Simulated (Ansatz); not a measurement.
TiTe$_{2}$:
```yaml
crystal:
  lattice:
    - [3.66681, 0.00000, 0.00000]
    - [-1.83341, 3.17555, 0.00000]
    - [0.00000, 0.00000, 6.33640]
  atoms:
    - { symbol: Ti, position: [0.00000, 0.00000, 0.00000] }
    - { symbol: Te, position: [0.33333, 0.66667, 0.26928] }
    - { symbol: Te, position: [0.66667, 0.33333, 0.73072] }
```

This is the LDA-relaxed structure.

Task: All from plane-wave PAW LDA (Ansatz code), unless another level is named. Give the electronic character.

Result: metallic (no gap).

Task: And the density of states at the Fermi level?

Result: 0.50 states/eV per atom (mean over ±0.08 eV).

Task: Next, the formation energy from the elements (no fitted shifts)?

Result: -0.72 eV/atom.

Space group P-3m1 (CdI2 type). The LDA relaxation kept the symmetry of its start; of distortions, only those at the zone centre were tested. The run is not spin-polarised. A crystal of weakly bound layers computed without a dispersion correction: the cell and the soft elastic constants depend strongly on that. The references are the lowest solids computed at this level, not always the standard phases. Spin–orbit coupling is left out wherever it is not named.

Potentials: the later of the program's two PAW sets.
